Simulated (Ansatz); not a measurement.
Rh:
```cif
data_Rh4
_chemical_formula_sum 'Rh4'
_space_group_name_H-M_alt 'Fm-3m'
_space_group_IT_number 225
_space_group_name_Hall '-F 4 2 3'
_cell_length_a 3.79989
_cell_length_b 3.79989
_cell_length_c 3.79989
_cell_angle_alpha 90.000
_cell_angle_beta 90.000
_cell_angle_gamma 90.000
loop_
_atom_site_label
_atom_site_type_symbol
_atom_site_symmetry_multiplicity
_atom_site_Wyckoff_symbol
_atom_site_fract_x
_atom_site_fract_y
_atom_site_fract_z
_atom_site_occupancy
Rh1 Rh 4 a 0.00000 0.00000 0.00000 1
```
(The calculation used a cell of 1 atom; values per cell refer to that cell.)

Relaxed with r²SCAN.

Which orbitals make up the states near the Fermi level in plane-wave PAW r²SCAN (Ansatz code)?

Within 0.5 eV of the Fermi level: Rh 4d 96 %. Projections are on Löwdin-orthogonalised atomic valence shells; empty p or d shells of many metals are not among them.

Tabulate the density of states.

States/eV per cell of 1 atom, in 0.25 eV bins, energy from the Fermi level.

```csv
E (eV),total,Rh 4d,Rh 5s,Rh 4p
-7.85,0.03,0.00,0.03,0.00
-7.60,0.05,0.00,0.05,0.00
-7.35,0.06,0.00,0.06,0.00
-7.10,0.08,0.00,0.07,0.00
-6.85,0.09,0.00,0.09,0.00
-6.60,0.13,0.03,0.10,0.00
-6.35,0.37,0.23,0.14,0.00
-6.10,0.96,0.72,0.23,0.01
-5.85,1.37,1.10,0.26,0.01
-5.60,1.96,1.62,0.32,0.01
-5.35,1.87,1.64,0.21,0.01
-5.10,1.57,1.43,0.11,0.01
-4.85,1.23,1.14,0.07,0.01
-4.60,1.12,1.05,0.05,0.01
-4.35,1.28,1.22,0.04,0.01
-4.10,1.26,1.20,0.05,0.01
-3.85,1.18,1.11,0.05,0.01
-3.60,1.35,1.26,0.07,0.01
-3.35,1.40,1.30,0.08,0.01
-3.10,1.78,1.65,0.10,0.01
-2.85,2.45,2.31,0.10,0.01
-2.60,1.73,1.61,0.09,0.01
-2.35,1.27,1.16,0.08,0.01
-2.10,1.29,1.19,0.07,0.00
-1.85,1.18,1.09,0.06,0.00
-1.60,1.45,1.36,0.06,0.00
-1.35,1.57,1.49,0.05,0.00
-1.10,1.35,1.28,0.05,0.00
-0.85,1.23,1.16,0.05,0.00
-0.60,1.14,1.08,0.04,0.00
-0.35,1.13,1.07,0.04,0.00
-0.10,1.19,1.13,0.04,0.00
0.15,1.36,1.30,0.04,0.00
0.40,1.96,1.90,0.05,0.00
0.65,1.63,1.57,0.05,0.00
0.90,0.88,0.81,0.06,0.00
1.15,0.23,0.15,0.07,0.00
1.40,0.21,0.12,0.08,0.00
1.65,0.22,0.11,0.08,0.00
1.90,0.22,0.10,0.09,0.00
2.15,0.22,0.10,0.09,0.00
2.40,0.22,0.09,0.10,0.00
2.65,0.22,0.08,0.10,0.00
2.90,0.23,0.07,0.10,0.00
3.15,0.23,0.07,0.11,0.00
3.40,0.23,0.06,0.11,0.00
3.65,0.23,0.06,0.11,0.00
3.90,0.23,0.05,0.11,0.00
4.15,0.23,0.05,0.10,0.00
4.40,0.23,0.04,0.10,0.00
4.65,0.23,0.04,0.10,0.00
```

The cell was relaxed with r²SCAN under the symmetry of its start. The run is not spin-polarised. Spin–orbit coupling is left out wherever it is not named.

Potentials: the later of the program's two PAW sets.
